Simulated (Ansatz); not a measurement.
# TaAg: computed property card

TaAg:
```
CELL_PARAMETERS angstrom
      4.70883     0.00000     0.00000
      0.00000     2.75083     0.00000
      0.00000     0.00000     5.22001
ATOMIC_POSITIONS crystal
  Ag 0.25000 0.00000 0.85265
  Ag 0.75000 0.00000 0.14735
  Ta 0.25000 0.50000 0.34861
  Ta 0.75000 0.50000 0.65139
```

Space group Pmma (No. 51); conventional cell a = 4.709 Å, b = 2.751 Å, c = 5.220 Å, α = β = γ = 90.00°.

Method: PBEsol in the plane-wave PAW code Ansatz. Structure relaxed to zero pressure with the same functional. Other levels are named where they apply.

### Cell and energy

```json
{
  "volume_per_atom": "16.90 Å³",
  "density": "14.19 g/cm³",
  "Formation energy from the elements (no fitted shifts)": "0.33 eV/atom"
}
```

### Electronic structure

```json
{
 "electronic_character": "metallic (no gap)",
 "Density of states at the Fermi level": "0.47 states/eV per atom (mean over ±0.08 eV)",
 "Gap with spin–orbit coupling": "none (metallic)"
}
```

### Mechanics

```json
{
 "Bulk modulus (Birch–Murnaghan fit)": "175 GPa",
 "Pressure derivative B′": "4.9"
}
```

### Phonons

```json
{
 "highest_zone_centre_frequency": "180 cm⁻¹",
 "zone_centre_stability": "unstable, softest mode 18i cm⁻¹"
}
```

The start of the workflow was typed in or built on a structure type; neither database checked (COD, Materials Project) lists it. Whether it is the stable phase at ambient conditions was not checked. Symmetry was held in the PBEsol relaxation; phonons show weakly imaginary modes. The run is not spin-polarised. Its formation energy is positive at this level, so the cell may be metastable or incomplete. As this level gives no gap, phonon frequencies hold no LO–TO term and depend on the k-mesh and smearing (Fermi–Dirac, 0.1 eV here). Axis ratios of metals converge slowly with the k-mesh, so a and c are less sure than the volume. The references are the lowest solids computed at this level, not always the standard phases. Spin–orbit coupling is left out wherever it is not named.

Potentials: the later of the program's two PAW sets.
